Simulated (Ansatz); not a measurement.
## CsHgCl$_{3}$: a vibration from a frozen displacement

Computed with Ansatz 0.2.0, DFT r2SCAN, scalar-relativistic, plane waves, PAW. The runs took a 500 eV cutoff, a Γ-centred 10×10×10 mesh and Gaussian smearing (0.15 eV). Spin–orbit coupling is left out, which matters for the heavy elements here. No spin polarisation. Energies are free energies at this smearing, counted from the undisturbed cell; pressure is positive in compression.

The starting cell (as given, not relaxed at this level; it stands at -1.9 GPa, and it needn't be the usual structure):

```xyz
5
Lattice="5.4400 0.0000 0.0000 0.0000 5.4400 0.0000 0.0000 0.0000 5.4400" Properties=species:S:1:pos:R:3 pbc="T T T"
Cs    0.0000    0.0000    0.0000
Hg    2.7200    2.7200    2.7200
Cl    0.0000    2.7200    2.7200
Cl    2.7200    0.0000    2.7200
Cl    2.7200    2.7200    0.0000
```

Every Cl atom is moved by x along the Cartesian unit vector (-1.000, 0.000, 0.000); the cell and all other atoms stay fixed. The cell's volume is 160.99 Å³; the moved atoms weigh 106.350 u together and the others 333.497 u. Some rows repeat others by symmetry and weren't run.

```csv
x (Å),ΔE (meV/cell),total force on the moved atoms along the move (eV/Å),pressure (GPa)
-0.2000,36.61,0.4387,-1.4319
-0.1750,26.73,0.3538,-1.5319
-0.1500,18.82,0.2811,-1.6176
-0.1250,12.59,0.2187,-1.6894
-0.1000,7.81,0.1651,-1.7477
-0.0750,4.28,0.1179,-1.7927
-0.0500,1.87,0.0759,-1.8246
-0.0250,0.46,0.0370,-1.8438
0.0000,0.00,0.0000,-1.8501
0.0250,0.46,-0.0370,-1.8438
0.0500,1.87,-0.0759,-1.8246
0.0750,4.28,-0.1179,-1.7927
0.1000,7.81,-0.1651,-1.7477
0.1250,12.59,-0.2187,-1.6894
0.1500,18.82,-0.2811,-1.6176
0.1750,26.73,-0.3538,-1.5319
0.2000,36.61,-0.4387,-1.4319
```

Q: What frequency belongs to this motion?

A: The force constant is k = −dF/dx = 1.480 eV/Å², from the parabola through x = -0.0250, 0 and 0.0250. In every cell the moved atoms swing against the rest, so the mass is μ = m₁m₂/(m₁ + m₂) = 80.636 u, and ν̃ = 521.5 cm⁻¹ × √(|k|/μ) = 71 cm⁻¹, at this cell's pressure of -1.9 GPa. The pattern needn't be a normal mode: ν̃² is then a weighted mean of the squared nonzero frequencies at the zone centre of this cell, so it lies between the lowest and the highest of them.

Q: How far does the harmonic law reach?

A: At x = -0.200 Å, kx²/2 = 29.60 meV against the computed 36.61 meV (+23.7 %): the well stiffens in this direction at large amplitude.

No gap shows at this level, though a semilocal functional can close a small gap that the real compound has; without a gap these slopes depend on the k mesh and the smearing.

Many cubic perovskites lower their energy by tilts or polar distortions; a scan of this one displacement doesn't rule them out.